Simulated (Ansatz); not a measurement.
Profile along the Zr–Ir line in ZrIr (CsCl type)

ZrIr (CsCl type)

Space group Pm-3m (No. 221); a = 3.2466 Å, b = 3.2466 Å, c = 3.2466 Å, α = 90.00°, β = 90.00°, γ = 90.00°

```json
[
 {"atom": "Zr", "site": "1b", "symmetry": "m-3m", "x": "0.5000", "y": "0.5000", "z": "0.5000"},
 {"atom": "Ir", "site": "1a", "symmetry": "m-3m", "x": "0.0000", "y": "0.0000", "z": "0.0000"}
]
```

Fields along a shortest Zr–Ir line of a {110} plane (2.81 Å), from Zr to Ir, interpolated on the slice's grid (step about 0.2 Å). These are LDA (plane waves to 420 eV, PAW, scalar-relativistic; Ansatz, an electronic-structure program) values and carry that method's errors. k mesh 14×14×14. Inside the PAW spheres the values are not all-electron values, and peaks at nuclei hang on which shells count as valence. Spin-orbit coupling is left out, though Ir is heavy. ZrIr is run without spin polarisation. ZrIr was relaxed with its symmetry unable to fall.

| distance from Zr (Å) | valence electron density (e/Å³) | electron localisation function |
|---|---|---|
| 0.00 | 2.71 | x |
| 0.14 | 3.18 | x |
| 0.28 | 3.95 | x |
| 0.42 | 4.13 | x |
| 0.56 | 3.39 | 0.80 |
| 0.70 | 2.23 | 0.79 |
| 0.84 | 1.24 | 0.62 |
| 0.98 | 0.65 | 0.34 |
| 1.12 | 0.40 | 0.18 |
| 1.26 | 0.32 | 0.19 |
| 1.41 | 0.33 | 0.28 |
| 1.55 | 0.40 | 0.35 |
| 1.69 | 0.57 | 0.35 |
| 1.83 | 0.91 | 0.38 |
| 1.97 | 1.71 | 0.49 |
| 2.11 | 3.31 | 0.61 |
| 2.25 | 5.54 | 0.68 |
| 2.39 | 7.64 | x |
| 2.53 | 8.83 | x |
| 2.67 | 9.06 | x |
| 2.81 | 9.01 | x |

x: too close to a nucleus for the ELF to mean much.

Density on the Zr–Ir line (2.81 Å) at its density minimum, 1.3 Å from Zr: 0.32 e/Å³. ELF at that point: 0.2.
